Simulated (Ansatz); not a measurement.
# TiPd: stiffness from a series of strains

```yaml
crystal:
  lattice:
    - [3.18000, 0.00000, 0.00000]
    - [0.00000, 3.18000, 0.00000]
    - [0.00000, 0.00000, 3.18000]
  atoms:
    - { symbol: Ti, position: [0.50000, 0.50000, 0.50000] }
    - { symbol: Pd, position: [0.00000, 0.00000, 0.00000] }
```

Atom numbers follow the list: Ti1, Pd2.

The cell comes from COD entry 1523469, which wasn't checked; take it as a given geometry.

Spin polarisation is left out, and whether a magnetic state lies lower isn't shown here.

These are results of DFT, PBEsol, all-electron LAPW, scalar-relativistic (Ansatz 0.2.0), not measurements.

The runs use a Γ-centred 13×13×13 k mesh, Fermi–Dirac smearing of 0.08 eV, basis error target 0.5 meV/atom, no spin polarisation.

The strain is applied along the Cartesian axes of the cell as listed (the other components stay zero). Fractional coordinates are held (clamped ions).

σ is the change of stress from the unstrained cell, which is at -6.85 GPa; tension is positive, so slopes are stress–strain coefficients at that pressure. In a metal the k mesh adds noise.

Only quantities that a quadratic follows smoothly over the whole series are listed; rougher ones are left out.

| εxx = εyy | σzz (GPa) | σxx (GPa) |
| --- | --- | --- |
| -0.0200 | -6.60 | -5.86 |
| 0.0000 | 0.00 | 0.00 |
| 0.0100 | 2.82 | 2.53 |
| 0.0200 | 5.36 | 4.81 |

(1) Fit the series and read off the stiffness at zero strain.

(2) One run, at εxx = εyy = -0.0100, is withheld. Predict its row.

Answers

(1) Least-squares fits y = p0 + p1 x + p2 x² to the rows give σzz (GPa): p1 = 299, p2 = -1500; σxx (GPa): p1 = 267, p2 = -1300. So 2 C12 = 299 GPa and C11 + C12 = 267 GPa.

(2) The fits give -3.15, -2.80; the run gave -3.13, -2.80.
